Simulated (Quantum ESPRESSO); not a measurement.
**Kohn-Sham bands of SrHfO₃ (cubic perovskite)**

```xyz
5
Lattice="4.1412 0.0000 0.0000 0.0000 4.1412 0.0000 0.0000 0.0000 4.1412" Properties=species:S:1:pos:R:3 pbc="T T T"
Sr     2.0706     2.0706     2.0706
Hf     0.0000     0.0000     0.0000
O      0.0000     2.0706     0.0000
O      2.0706     0.0000     0.0000
O      0.0000     0.0000     2.0706
```

Cell from Materials Project (mp-4551), symmetrised, no further relaxation. COD (Crystallography Open Database) records the formula in this space group. Ideal cubic forms of this type are often high-temperature phases that distort on cooling; symmetry holds the cell here, and its stability was not tested. Computed values, not measurements, from PBEsol: Quantum ESPRESSO (norm-conserving PseudoDojo potentials, cutoff 68 Ry, spinors with spin-orbit coupling) on a Γ-centred 6×6×6 mesh, then Wannier90. Density: 8×8×8 mesh, cold smearing 0.01 Ry.

Energies are relative to the valence-band maximum; weights are on the orthonormalised atomic waves of the pseudopotential files, averaged over the group. 40 electrons a cell are treated as valence.

**Question.** Into which isolated groups do the bands fall, where do they lie and what are they made of?

**Answer.** 
```csv
bands,from (eV),to (eV),filling,weight on atomic waves
1–2,-59.56,-59.56,filled,Hf 5s 97 %
3–4,-34.04,-34.00,filled,Hf 5p 98 %
5–6,-33.23,-33.20,filled,Sr 4s 97 %
7–10,-26.61,-26.38,filled,Hf 5p 94 %
11–22,-17.03,-14.46,filled,"Sr 4p 49 %, O 2s 41 %, Hf 5d 5 %"
23–40,-4.48,0.00,filled,"O 2p 84 %, Hf 5d 10 %"
```

The Kohn-Sham gap over both meshes and the path is 3.61 eV.
